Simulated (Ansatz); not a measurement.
Computed properties of InGa2Au2

InGa2Au2:
```
CELL_PARAMETERS angstrom
      4.22839     0.00000     0.00000
     -2.11420     3.66190     0.00000
      0.00000     0.00000    13.02937
ATOMIC_POSITIONS crystal
  In 0.00000 0.00000 0.75000
  In 0.00000 0.00000 0.25000
  Ga 0.66667 0.33333 0.43697
  Ga 0.33333 0.66667 0.56303
  Ga 0.33333 0.66667 0.93697
  Ga 0.66667 0.33333 0.06303
  Au 0.66667 0.33333 0.86223
  Au 0.33333 0.66667 0.13777
  Au 0.33333 0.66667 0.36223
  Au 0.66667 0.33333 0.63777
```

Space group P6_3/mmc (No. 194); conventional cell a = b = 4.228 Å, c = 13.029 Å, α = β = 90.00°, γ = 120.00°.

Method: DFT-r²SCAN in the program Ansatz with PAW potentials. The cell and atoms are relaxed at this level. Other levels are named where they apply.

Cell and energy:

```yaml
volume_per_atom: 20.17 Å³
density: 10.67 g/cm³
Formation energy from the elements (no fitted shifts): -0.27 eV/atom
```

Electronic structure:

```yaml
electronic_character: metallic (no gap)
Density of states at the Fermi level: 0.33 states/eV per atom (mean over ±0.08 eV)
```

The workflow started from a Materials Project entry (that database holds measured and hypothetical structures alike); the Crystallography Open Database copy checked does not list it. Whether it is the stable phase at ambient conditions was not checked. The cell was relaxed with r²SCAN under the symmetry of its start; whether a distortion lowers the energy is not shown. Axis ratios of metals converge slowly with the k-mesh, so a and c are less sure than the volume. The references are the lowest solids computed at this level, not always the standard phases. Spin–orbit coupling is left out wherever it is not named.

Potentials: the later of the program's two PAW sets.
